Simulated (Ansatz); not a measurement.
MnF₂ (P4_2/mnm)

Computed with Ansatz (plane waves, PAW): PBEsol+U, U_eff = 3.0 eV (Dudarev form) on Mn d, fully localised double counting, collinear spin, scalar-relativistic, 420 eV, PAW set soft_2 (made for PBE), 4×4×6 mesh, Gaussian smearing of 0.05 eV.

```
CELL_PARAMETERS angstrom
4.87340 0.00000 0.00000
0.00000 4.87340 0.00000
0.00000 0.00000 3.30990
ATOMIC_POSITIONS crystal
Mn 0.00000 0.00000 0.00000
Mn 0.50000 0.50000 0.50000
F 0.30500 0.30500 0.00000
F 0.19500 0.80500 0.50000
F 0.69500 0.69500 0.00000
F 0.80500 0.19500 0.50000
```

The structure is that of a cell as deposited in COD, unrelaxed.

Cell and atoms stay fixed. Atoms count from 1 in the text and from 0 in parts of the program's output.

Two runs on this cell converged from different starts. The ends of their outputs, energies left out (λ are the eigenvalues of a shell's occupation matrix):

Run A:

```
Magnetization: 10.0000 μB (34.0000 up, 24.0000 down)
Absolute magnetization: 10.0002 μB (∫|ρ↑−ρ↓|, with the PAW one-centre terms)
Per-site moments (μB) at R_I (Å): [(4.21424, 0.86710), (4.21424, 0.86710), (0.07554, 0.86710), (0.07554, 0.86710), (0.07554, 0.86710), (0.07554, 0.86710)]
Fermi energy:    7.210286 eV
--- Forces (eV/Å), atoms counted from 1 ---
  atom   1  Mn     0.00000000     0.00000000     0.00000000
  atom   2  Mn     0.00000000     0.00000000     0.00000000
  atom   3  F      0.00730057     0.00730057     0.00000000
  atom   4  F     -0.00730057     0.00730057     0.00000000
  atom   5  F     -0.00730057    -0.00730057     0.00000000
  atom   6  F      0.00730057    -0.00730057     0.00000000
--- Stress (GPa, compression-positive) ---
        1.047937       0.000000       0.000000
        0.000000       1.047937       0.000000
        0.000000       0.000000       1.009648
  P = ⅓ Tr σ = 1.0352 GPa (10.352 kbar)
--- Löwdin populations: 6 sites ---
  site symbol       q [e]    m [muB]
     0     Mn     13.5747     4.7891
     1     Mn     13.5747     4.7891
     2      F      7.6608     0.0940
     3      F      7.6608     0.0940
     4      F      7.6608     0.0940
     5      F      7.6608     0.0940
--- Occupation matrices: 2 shells (run DFT+U table (all-electron-ortho-atomic); ε = 2.79e-4) ---
  Mn0 d_3D up     Tr n = 4.9872  λ = 0.995 0.996 0.998 0.999 0.999
  Mn0 d_3D dn     Tr n = 0.2129  λ = 0.019 0.023 0.025 0.070 0.074
  Mn1 d_3D up     Tr n = 4.9872  λ = 0.995 0.996 0.998 0.999 0.999
  Mn1 d_3D dn     Tr n = 0.2129  λ = 0.019 0.023 0.025 0.070 0.074
```

Run B:

```
Magnetization: 0.0000 μB (29.0000 up, 29.0000 down)
Absolute magnetization: 9.7175 μB (∫|ρ↑−ρ↓|, with the PAW one-centre terms)
Per-site moments (μB) at R_I (Å): [(4.19812, 0.86710), (-4.19812, 0.86710), (-0.02280, 0.86710), (0.02280, 0.86710), (-0.02280, 0.86710), (0.02280, 0.86710)]
Fermi energy:    7.093499 eV
--- Forces (eV/Å), atoms counted from 1 ---
  atom   1  Mn     0.00000000     0.00000000     0.00000000
  atom   2  Mn     0.00000000     0.00000000     0.00000000
  atom   3  F     -0.01110020    -0.01110020     0.00000000
  atom   4  F      0.01110021    -0.01110021     0.00000000
  atom   5  F      0.01110020     0.01110020     0.00000000
  atom   6  F     -0.01110021     0.01110021     0.00000000
--- Stress (GPa, compression-positive) ---
        0.543510       0.000000       0.000000
        0.000000       0.543510       0.000000
        0.000000       0.000000       0.365823
  P = ⅓ Tr σ = 0.4843 GPa (4.843 kbar)
--- Löwdin populations: 6 sites ---
  site symbol       q [e]    m [muB]
     0     Mn     13.5811     4.7656
     1     Mn     13.5811    -4.7656
     2      F      7.6582    -0.0289
     3      F      7.6582     0.0289
     4      F      7.6582    -0.0289
     5      F      7.6582     0.0289
--- Occupation matrices: 2 shells (run DFT+U table (all-electron-ortho-atomic); ε = 7.39e-3) ---
  Mn0 d_3D up     Tr n = 4.9842  λ = 0.994 0.995 0.998 0.999 0.999
  Mn0 d_3D dn     Tr n = 0.2246  λ = 0.021 0.024 0.028 0.073 0.079
  Mn1 d_3D up     Tr n = 0.2246  λ = 0.021 0.024 0.028 0.073 0.079
  Mn1 d_3D dn     Tr n = 4.9842  λ = 0.994 0.995 0.998 0.999 0.999
```

Which run lies higher in energy, by how much, and why?

Run A, by 8.2 meV/atom. Run A has 5 d electrons in filled orbitals, 5 of them unpaired, the high-spin filling, a gap of 1.97 eV and a whole-number cell moment of 10 μB, as a collinear insulator must have; run B has 5 d electrons in filled orbitals, 5 of them unpaired, the high-spin filling, a gap of 3.17 eV. Run A kept 16 symmetry operations, run B 8. Flag on run A: the program noted another magnetic order. They differ in magnetic order (signs of the magnetic ions' moments, up to an overall flip, +− in run B, ++ in run A). With J = 0 the Hubbard energy is (U/2) Σ λ(1 − λ), a penalty on fractional natural occupations. The sums Σ λ(1 − λ) over the cell's shells are 0.45 for run B and 0.43 for run A, which at U/2 = 1.50 eV give 0.68 and 0.64 eV per cell. Of the difference of 0.049 eV per cell, the Hubbard term gives -0.040 eV and all other terms 0.089 eV, so the other terms decide the order against the Hubbard term. The other terms are taken on each state's own density, so they aren't the result of a run without U.

Run A started from: ferromagnetic start, free, default search, moments Mn1 5.00; Mn2 5.00 μB. Run B started from: antiferromagnetic start, free, moments Mn1 5.00; Mn2 -5.00 μB, occupations held for 8 iterations. At this level the cell was started in 18 ways, of which 1 didn't converge. Run B holds the lowest state found for this cell, which doesn't make it the ground state. The value of U was drawn from a range and not derived for this compound; another value can change gaps, moments and the order of states. A gap on the mesh alone may shrink between mesh points.
